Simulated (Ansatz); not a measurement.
Zr (hcp (Mg type), P6_3/mmc) at seven volumes, PBE+D3(BJ) in the plane-wave PAW code Ansatz, shape and atoms relaxed at each. One row is withheld.

| V (Å³/atom) | P (GPa) |
|---|---|
| 20.422 | 10.49 |
| 21.095 | 6.57 |
| 21.769 | 3.11 |
| 22.442 | 0.00 |
| 23.115 | -2.75 |
| 23.788 | -5.19 |
| 24.462 | ? |

Problem. Fit the shown pressures and predict the withheld one.

Solution. P = (3/2)B₀(x^(7/2) − x^(5/2))[1 + (3/4)(B′ − 4)(x − 1)] with x = (V₀/V)^(2/3). Least squares on the six rows gives V₀ = 22.443 Å³/atom, B₀ = 97.2 GPa, B′ = 2.91. At V = 24.462, x = 0.9442 and P = -7.37 GPa. The run itself gave -7.34 GPa.

The PBE+D3(BJ) relaxation kept the symmetry of its start. No spin polarisation was allowed. The pairwise dispersion correction was not fitted to metals.

Potentials: the later of the program's two PAW sets.
